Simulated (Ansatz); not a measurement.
Problem. MoRu (L1₀ or tetragonal B2, space group No. 123) is relaxed with plane-wave PAW PBEsol (Ansatz code). What lattice parameters of the conventional cell result?

Solution. a = 2.745 Å, c = 3.807 Å.

Space group P4/mmm (L1₀ or tetragonal B2). The start of the workflow was typed in or built on a structure type; neither database checked (COD, Materials Project) lists it. Whether it is the stable phase at ambient conditions was not checked. Symmetry was held in the PBEsol relaxation; whether a distortion lowers the energy is not shown. The run is not spin-polarised. Axis ratios of metals converge slowly with the k-mesh, so a and c are less sure than the volume.

Potentials: the earlier of the program's two PAW sets. The files were generated under PBE; for other functionals the program regenerates the frozen cores, and for LDA and PBEsol the local potential too.
